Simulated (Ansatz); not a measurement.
## SiGe, first-principles data

SiGe:
```xyz
4
Lattice="3.9596 0.0000 0.0000 0.0000 3.9661 0.0000 0.0000 0.0000 5.5959" Properties=species:S:1:pos:R:3 pbc="T T T"
Si     2.9697     0.0000     4.9297
Si     0.9899     0.0000     0.6662
Ge     0.9899     1.9831     2.0623
Ge     2.9697     1.9831     3.5335
```

Space group Pmma (No. 51); conventional cell a = 3.960 Å, b = 3.966 Å, c = 5.596 Å, α = 90.00°, β = 90.00°, γ = 90.00°.

Method: the program Ansatz at the PBE level (PAW). Geometry: relaxed at this level of theory. Other levels are named where they apply.

**Cell and energy**

```yaml
volume_per_atom: 21.97 Å³
density: 3.81 g/cm³
Formation energy from the elements (no fitted shifts): 0.020 eV/atom
```

**Electronic structure**

```yaml
band_gap: 0.27 eV (indirect)
valence_band_maximum: at Γ
conduction_band_minimum: at T (k = 0.000, 0.500, 0.500 in fractions of the reciprocal vectors)
smallest_direct_gap_on_the_standard_path: 0.60 eV
electron_effective_mass: 0.064, 0.096, 0.21 mₑ (principal values)
Electron effective mass with spin–orbit coupling: 0.064, 0.096, 0.21 mₑ (principal values)
hole_effective_mass: 0.052, 0.25, 2.0 mₑ (principal values)
Hole effective mass with spin–orbit coupling: 0.062, 0.22, 0.26 mₑ (principal values)
Gap with spin–orbit coupling: 0.23 eV
```

**Mechanics**

```yaml
Bulk modulus (Birch–Murnaghan fit): 74.1 GPa
Pressure derivative B′: 4.6
```

The start of the workflow was typed in or built on a structure type; neither database checked (COD, Materials Project) lists it. Whether it is the stable phase at ambient conditions was not checked. The cell was relaxed with PBE under the symmetry of its start; whether a distortion lowers the energy is not shown. The references are the lowest solids computed at this level, not always the standard phases. Spin–orbit coupling is left out wherever it is not named.

Potentials: the earlier of the program's two PAW sets.
